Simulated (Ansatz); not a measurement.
Ge2Mo in space group Fddd (No. 70; Ge on 16g, Mo on 8b), the program Ansatz at the r²SCAN level (PAW), all energies at zero smearing, with the estimated change up to a 700 eV cutoff added, with one set of potentials and settings (totals compare only within such a set). Cell of 6 atoms (4 Ge, 2 Mo): -27146.801 eV.

```csv
element,reference phase,E (eV/atom)
Ge,"Fd-3m, 2 atoms in the cell",-4302.9041
Mo,"Im-3m, 1 atoms in the cell",-4967.5975
```

Formation energy per atom, worked out: (-27146.801 − 4×(-4302.9041) − 2×(-4967.5975))/6 = 0.002 eV/atom (0 kJ per mol of atoms), at 0 K, without zero-point energy or fitted corrections.

The cell is a constructed one: a structure type filled with these elements; neither database checked (COD, Materials Project) lists it. COD files the formula under space group No. 62. Whether it is the stable phase at ambient conditions was not checked. The r²SCAN relaxation kept the symmetry of its start; whether a distortion lowers the energy is not shown. No spin polarisation was allowed. The references are the lowest solids computed at this level, not always the standard phases.

Potentials: the later of the program's two PAW sets.
